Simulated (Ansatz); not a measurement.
MgSe:
```
CELL_PARAMETERS angstrom
      4.22189     0.00000     0.00000
     -2.11095     3.65627     0.00000
      0.00000     0.00000     6.81468
ATOMIC_POSITIONS crystal
  Mg 0.66667 0.33333 0.49819
  Mg 0.33333 0.66667 0.99819
  Se 0.66667 0.33333 0.87681
  Se 0.33333 0.66667 0.37681
```

Plane-wave PAW r²SCAN (Ansatz code) gives a gap of 3.35 eV without spin–orbit coupling, maximum at Γ, minimum at Γ.

**Question.** What happens when spin–orbit coupling is switched on?

**Answer.** The gap falls by 0.10 eV, to 3.25 eV; maximum at Γ, minimum at Γ.

**Question.** Give the electron effective mass with spin–orbit coupling.

**Answer.** 0.21, 0.22, 0.22 mₑ (principal values).

Space group P6_3mc (wurtzite). The first step of the workflow began from a Materials Project structure, measured or hypothetical; the Crystallography Open Database copy checked does not list it. COD files the formula under space group No. 225, so this cell is another polymorph or a model. Its standing as an ambient phase is unchecked. The r²SCAN relaxation kept the symmetry of its start; whether a distortion lowers the energy is not shown.

Potentials: the later of the program's two PAW sets.
